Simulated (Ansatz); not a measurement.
Rh:
```
Rh
1.0
    0.00000     1.89673     1.89673
    1.89673     0.00000     1.89673
    1.89673     1.89673     0.00000
Rh
1
Direct
  0.00000   0.00000   0.00000
```

Relaxed with PBE+D3(BJ). Special points in fractions of this cell's reciprocal vectors: Γ (0.000, 0.000, 0.000); X (0.500, 0.000, 0.500); U (0.625, 0.250, 0.625); K (0.375, 0.375, 0.750); L (0.500, 0.500, 0.500); W (0.500, 0.250, 0.750).

List the band energies nearest the Fermi level at these points for PBE+D3(BJ) in the plane-wave PAW code Ansatz.

In eV from the Fermi level; about four levels below and three above (degenerate sets whole), none deeper than 8.9 eV; … stands for higher levels left out; points with the same levels are listed once.

| k | below | above |
|---|---|---|
| Γ | -8.02 -3.13 -3.13 -3.13 | … |
| X | -6.40 -6.03 | 0.54 0.99 0.99 |
| U | -5.58 -4.83 -2.09 -0.71 | 0.37 … |
| L | -6.19 -3.21 -3.21 | 0.57 0.57 … |
| W | -5.09 -3.85 -3.85 -1.23 | 1.00 … |

Space group Fm-3m (fcc (Cu type)). Symmetry was held in the PBE+D3(BJ) relaxation. No spin polarisation was allowed. The pairwise dispersion correction was not fitted to metals. Scalar-relativistic: spin–orbit coupling is off unless named, which matters more the heavier the elements.

Potentials: the earlier of the program's two PAW sets.
